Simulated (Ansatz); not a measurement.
Pressure against volume: Ag

```cif
data_structure
_symmetry_space_group_name_H-M 'Fm-3m'
_symmetry_Int_Tables_number 225
_cell_length_a 4.0862
_cell_length_b 4.0862
_cell_length_c 4.0862
_cell_angle_alpha 90.000
_cell_angle_beta 90.000
_cell_angle_gamma 90.000
_cell_volume 68.23
loop_
_atom_site_label
_atom_site_type_symbol
_atom_site_symmetry_multiplicity
_atom_site_Wyckoff_symbol
_atom_site_fract_x
_atom_site_fract_y
_atom_site_fract_z
_atom_site_occupancy
Ag1 Ag 4 a 0.00000 0.00000 0.00000 1
```

The runs use the primitive cell with vectors (0.000, 2.043, 2.043), (2.043, 0.000, 2.043), (2.043, 2.043, 0.000) Å, to which the k mesh refers.

The geometry is COD entry 9008459, unchecked; take it as a test cell.

All numbers are computed: DFT, PBEsol, all-electron LAPW, scalar-relativistic (Ansatz 0.2.0); DFT, PBEsol, PAW with Ansatz's default frozen-core files, scalar-relativistic (Ansatz 0.2.0).

For LAPW: a Γ-centred 15×15×15 k mesh, Fermi–Dirac smearing of 0.03 eV, basis error target 0.5 meV/atom, no spin polarisation. PAW takes a cutoff of 420 eV at this cell (files made with PBE, cores remade for this functional). The Ansatz runs share mesh, smearing and spin set-up. Plane-wave (PAW) pressures include the program's estimate of the Pulay term.

The cell above is scaled evenly, with fractional coordinates and shape held.

Q: Estimate the equilibrium volume and bulk modulus that full-potential LAPW gives for this fixed shape.

A: V0 = 16.63 Å³/atom, B0 = 119 GPa, B0′ = 5.7, from a third-order Birch–Murnaghan fit to these pressures:
| V/V(cell) | V (Å³/atom) | P, LAPW (GPa) | P, PAW (GPa) | free energy over the lowest listed, PAW (meV/atom) |
| --- | --- | --- | --- | --- |
| 0.9400 | 16.033 | 4.86 | 4.89 | 8.7 |
| 0.9600 | 16.375 | 1.96 | 1.99 | 1.5 |
| 0.9800 | 16.716 | -0.57 | -0.54 | 0.0 |
| 0.9900 | 16.886 | -1.71 | -1.69 | 1.2 |
| 1.0000 | 17.057 | -2.78 | -2.76 | 3.6 |
| 1.0100 | 17.227 | -3.78 | -3.75 | 7.0 |
| 1.0200 | 17.398 | -4.71 | -4.68 | 11.5 |
| 1.0400 | 17.739 | -6.38 | -6.36 | 23.3 |
| 1.0600 | 18.080 | -7.82 | -7.80 | 38.4 |

PAW's V0 lies 0.02 % from the all-electron value and its B0 0.0 %. Symmetry fixes shape and coordinates here, so this is the relaxed modulus.
